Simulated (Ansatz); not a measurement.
Relaxation of a relaxed Pd cell displaced along its unstable phonon at q = (½, 0, 0) of its primitive reciprocal cell (60i cm⁻¹), largest move 0.15 Å; 2 atoms in the cell, which starts as Pmma (No. 51), oP2; a = 5.131 Å, b = 2.566 Å, c = 2.566 Å, α = 90.00°, β = 90.00°, γ = 90.00°. Computed with PBEsol (plane waves to 420 eV, PAW, scalar-relativistic; Ansatz, a first-principles code). Γ-centred k-mesh 7×13×13 on the run's cell (coarser than for final values), Fermi–Dirac smearing 0.05 eV. This is the first round of the run. 

The optimiser's lines from the output (shortened; P is positive under compression):

```
relax step   1: F+E_penalty+E_count = -13812.14946764 eV  Δ(F+E_penalty+E_count) = +0.000e0 eV  max|allowed force component| = 2.387e-1 eV/Å  Δτ_max = 0.0000 Å  P = -0.745 GPa  Ω = 33.773 Å³  (6 SCF iters, dr2 threshold 1.00e-7 eV, accepted)
relax step   2: F+E_penalty+E_count = -13812.26851465 eV  Δ(F+E_penalty+E_count) = -1.190e-1 eV  max|allowed force component| = 4.075e-1 eV/Å  Δτ_max = 0.1540 Å  P = -0.435 GPa  Ω = 33.116 Å³  (7 SCF iters, dr2 threshold 2.00e-7 eV, accepted)
relax step   3: F+E_penalty+E_count = -13812.53513902 eV  Δ(F+E_penalty+E_count) = -2.666e-1 eV  max|allowed force component| = 5.118e-1 eV/Å  Δτ_max = 0.1947 Å  P = -2.101 GPa  Ω = 32.371 Å³  (7 SCF iters, dr2 threshold 2.00e-7 eV, accepted)
relax step   4: F+E_penalty+E_count = -13812.68850879 eV  Δ(F+E_penalty+E_count) = -1.534e-1 eV  max|allowed force component| = 3.888e-1 eV/Å  Δτ_max = 0.1923 Å  P = +1.303 GPa  Ω = 31.297 Å³  (7 SCF iters, dr2 threshold 2.00e-7 eV, accepted)
relax step   5: F+E_penalty+E_count = -13812.69899831 eV  Δ(F+E_penalty+E_count) = -1.049e-2 eV  max|allowed force component| = 3.025e-1 eV/Å  Δτ_max = 0.0857 Å  P = -0.745 GPa  Ω = 31.658 Å³  (6 SCF iters, dr2 threshold 2.00e-7 eV, accepted)
relax step   6: F+E_penalty+E_count = -13812.71138096 eV  Δ(F+E_penalty+E_count) = -1.238e-2 eV  max|allowed force component| = 1.506e-3 eV/Å  Δτ_max = 0.0360 Å  P = -0.004 GPa  Ω = 31.476 Å³  (6 SCF iters, dr2 threshold 2.00e-7 eV, accepted)
relax step   7: F+E_penalty+E_count = -13812.71138829 eV  Δ(F+E_penalty+E_count) = -7.331e-6 eV  max|allowed force component| = 7.043e-5 eV/Å  Δτ_max = 0.0002 Å  P = +0.001 GPa  Ω = 31.475 Å³  (6 SCF iters, dr2 threshold 2.52e-8 eV, accepted)
relax step   8: F+E_penalty+E_count = -13812.71052385 eV  Δ(F+E_penalty+E_count) = +8.644e-4 eV  max|allowed force component| = 7.028e-5 eV/Å  Δτ_max = 0.0000 Å  P = +0.013 GPa  Ω = 31.475 Å³  stress off target by 1.68e-2 GPa  SCF on the basis re-selected at this cell (its energy is not comparable with the rows above)  (6 SCF iters)
```

From the first to the last row the energy changes by -0.28 eV/atom and the volume by -6.8 %. The last row is marked as not comparable with the walk above it, whose basis was carried along; it does compare with step 1, since both stand on a basis selected at the nominal cutoff for their own cell.

Later rounds, restarted from the end of this one on a renewed k-mesh, logged 8 more steps and released under 0.01 eV/atom more. The final structure after all rounds: P6/mmm (No. 191), hP1, AFLOW prototype A_hP1_191_a (A_f, as in Sn); a = b = 2.647 Å, c = 2.593 Å, α = β = 90.00°, γ = 120.00°. Between re-selections the logged energies stand on a plane-wave basis carried along with the cell. No spin polarisation in the result.

The run could not lose the symmetry of its start, so the end can be a saddle point.

The relaxed structure here is a generated cell of Pd: the first start was made by placing the elements on the sites of a structure type, and the end was not matched to a known phase here, so it may be hypothetical. Known forms of Pd include space group No. 225.
